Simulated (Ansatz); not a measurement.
LiF (started from an entry of an open crystallographic database), relaxed with r2SCAN: 8 runs in the PAW code Ansatz, each a construction of maximally localised Wannier functions. The symmetry is Fm-3m (No. 225, cubic); a = 3.990 Å in the conventional setting, 7.94 Å³ an atom. Around Li lie 6 F at 1.99 Å; around F lie 6 Li at 1.99 Å. (Simulation; spin polarisation is off.)

```xyz
2
Lattice="0.0000 1.9949 1.9949 1.9949 0.0000 1.9949 1.9949 1.9949 0.0000" Properties=species:S:1:pos:R:3 pbc="T T T"
Li    0.0000    0.0000    0.0000
F     1.9949    1.9949    1.9949
```

Windows count from the top of the filled bands; a dash means that no such window was set (without an outer window there is no disentanglement). Rows marked drawn have settings drawn at random (some not listed).

| functional | SCF mesh | trial orbitals | functions | mesh | window (eV) | frozen (eV) | settings | Ω total (Å²) | Ω invariant (Å²) | largest spread (Å²) | least projectability | interpolation miss of the model's filled bands (eV, to the nearest computed level) |
| --- | --- | --- | --- | --- | --- | --- | --- | --- | --- | --- | --- | --- |
| PBE | 8×8×8 | F s, F p | 4 | 8×8×8 | – | – | chosen | 1.77 | 1.44 | 0.44 | 0.97 | 0.001 |
| PBE | 8×8×8 | F s, F p | 4 | 6×6×6 | – | – | chosen | 1.75 | 1.42 | 0.44 | 0.97 | 0.002 |
| PBE | 8×8×8 | F s, F p | 4 | 10×10×10 | – | – | chosen | 1.78 | 1.45 | 0.45 | 0.97 | 0.001 |
| PBE | 8×8×8 | F p | 3 | 8×8×8 | – | – | chosen | 1.72 | 1.72 | 0.57 | 0.97 | 0.001 |
| r2SCAN | 8×8×8 | F s, F p | 4 | 8×8×8 | – | – | chosen | 1.73 | 1.41 | 0.43 | 0.98 | 0.000 |
| r2SCAN | 8×8×8 | F p | 3 | 8×8×8 | – | – | chosen | 1.68 | 1.68 | 0.56 | 0.97 | 0.000 |
| HSE06 | 8×8×8 | F s, F p | 4 | 8×8×8 | – | – | chosen | 1.72 | 1.40 | 0.43 | 0.98 | – |
| PBE | 8×8×8 | F p | 3 | 5×5×5 | – | – | drawn | 1.67 | 1.67 | 0.56 | 0.97 | 0.017 |

A dash in the last column means that the miss wasn't evaluated.

For F s, F p with PBE the spread goes 1.75 Å² (6×6×6), 1.77 Å² (8×8×8), 1.78 Å² (10×10×10): finite differences on a coarse mesh understate it.
